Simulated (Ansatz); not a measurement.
Relaxed-ion elastic tensor of PbS (rock salt, space group No. 225) in GPa (Voigt order), DFT-PBE in the program Ansatz with PAW potentials; density 7.33 g/cm³, 27.12 Å³ per atom.

|  | 1 | 2 | 3 | 4 | 5 | 6 |
|---|---|---|---|---|---|---|
| 1 | 125 | 16.8 | 16.8 | 0.0 | 0.0 | 0.0 |
| 2 | 16.8 | 125 | 16.8 | 0.0 | 0.0 | 0.0 |
| 3 | 16.8 | 16.8 | 125 | 0.0 | 0.0 | 0.0 |
| 4 | 0.0 | 0.0 | 0.0 | 20.1 | 0.0 | 0.0 |
| 5 | 0.0 | 0.0 | 0.0 | 0.0 | 20.1 | 0.0 |
| 6 | 0.0 | 0.0 | 0.0 | 0.0 | 0.0 | 20.1 |

Task: Is the crystal mechanically stable?

Result: Yes: the smallest eigenvalue of C is 20.1 GPa.

Task: Work out the Voigt, Reuss and Hill averages.

Result: K_V = 52.9, K_R = 52.9, K_H = 52.9; G_V = 33.7, G_R = 26.8, G_H = 30.3 GPa.

Task: Give Young's modulus, Poisson's ratio, Pugh's ratio and the universal anisotropy index.

Result: E = 9KG/(3K + G) = 76.2 GPa; ν = 0.26; K/G = 1.75 (near the Pugh limit of 1.75, no verdict); A_U = 5G_V/G_R + K_V/K_R − 6 = 1.28.

Task: Estimate the sound speeds and the Debye temperature.

Result: v_l = √((K + 4G/3)/ρ) = 3570 m/s, v_t = √(G/ρ) = 2030 m/s, mean 2260 m/s; Θ = (h/k)(3n/4πV)^(1/3) v_m = 224 K.

Task: Give the Zener ratio and Young's modulus along [100], [110] and [111].

Result: A = 2C44/(C11 − C12) = 0.37; 1/E = S11 − 2(S11 − S12 − S44/2)Γ with Γ = 0, 1/4, 1/3 gives 121, 62.1, 53.5 GPa.

Task: Solve the Christoffel equation for the three sound speeds along [100], [110], [111].

Result: Eigenvalues of C_ijkl n_j n_l equal ρv². In km/s, slowest first: [100] 1.66, 1.66, 4.13; [110] 1.66, 2.72, 3.52; [111] 2.42, 2.42, 3.30.

Space group Fm-3m (rock salt). The PBE relaxation kept the symmetry of its start; of distortions, only those at the zone centre were tested. Spin–orbit coupling is left out wherever it is not named.

Potentials: the later of the program's two PAW sets.
